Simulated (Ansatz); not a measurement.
HfTe$_{2}$:
Space group R-3m, hexagonal axes (No. 166); a = b = 3.833 Å, c = 20.485 Å, α = β = 90.00°, γ = 120.00°

```csv
atom,site,symmetry,x,y,z
Hf,3a,-3m,0.0000,0.0000,0.0000
Te,6c,3m,0.0000,0.0000,0.2465
```
(The calculation used a cell of 3 atoms; values per cell refer to that cell.)

This is the LDA-relaxed structure.

Task: All from the program Ansatz at the LDA level (PAW), unless another level is named. Estimate the electronic character.

Result: metallic (no gap).

Task: Give the formation energy from the elements (no fitted shifts).

Result: -0.79 eV/atom.

Task: Give the density of states at the Fermi level.

Result: 0.30 states/eV per atom (mean over ±0.08 eV).

The cell is a constructed one: a structure type filled with these elements; neither database checked (COD, Materials Project) lists it. Whether it is the stable phase at ambient conditions was not checked. The cell was relaxed with LDA under the symmetry of its start; whether a distortion lowers the energy is not shown. No spin polarisation was allowed. A crystal of weakly bound layers computed without a dispersion correction: the cell and the soft elastic constants depend strongly on that. The references are the lowest solids computed at this level, not always the standard phases. Scalar-relativistic: spin–orbit coupling is off unless named, which matters more the heavier the elements.

Potentials: the earlier of the program's two PAW sets. The files were generated under PBE; for other functionals the program regenerates the frozen cores, and for LDA and PBEsol the local potential too.
